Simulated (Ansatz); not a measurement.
Si₃N₄:
```
CELL_PARAMETERS angstrom
      0.00000     3.86500     3.86500
      3.86500     0.00000     3.86500
      3.86500     3.86500     0.00000
ATOMIC_POSITIONS crystal
  Si 0.62500 0.62500 0.12500
  Si 0.62500 0.12500 0.62500
  Si 0.62500 0.62500 0.62500
  Si 0.12500 0.62500 0.62500
  Si 0.25000 0.25000 0.25000
  Si 0.00000 0.00000 0.00000
  N  0.86757 0.86757 0.86757
  N  0.85272 0.38243 0.38243
  N  0.86757 0.86757 0.39728
  N  0.38243 0.85272 0.38243
  N  0.39728 0.86757 0.86757
  N  0.38243 0.38243 0.38243
  N  0.86757 0.39728 0.86757
  N  0.38243 0.38243 0.85272
```

Tensor components refer to the Cartesian frame of this cell.

### Question
Give the high-frequency dielectric tensor and the Born effective charge tensors of the independent atoms from DFPT, r²SCAN (plane waves, PAW; program Ansatz).

### Answer

ε∞:
```
4.91  0.00  0.00
0.00  4.91  0.00
0.00  0.00  4.91
```
Z* of atom 1 (Si), rows: field, columns: displacement, in e:
```
 3.68   0.16  -0.16
 0.16   3.68  -0.16
-0.16  -0.16   3.68
```
Z* of atom 5 (Si), rows: field, columns: displacement, in e:
```
3.58  0.00  0.00
0.00  3.58  0.00
0.00  0.00  3.58
```
Z* of atom 7 (N), rows: field, columns: displacement, in e:
```
-2.73  -0.22  -0.22
-0.22  -2.73  -0.22
-0.22  -0.22  -2.73
```

Static charges for comparison (Bader): Si1 +3.21, Si5 +3.15, N7 -2.39 e. Born charges measure polarisation by displacement and can exceed these by far.

Space group Fd-3m. Symmetry was held in the r²SCAN relaxation.

Potentials: the earlier of the program's two PAW sets.
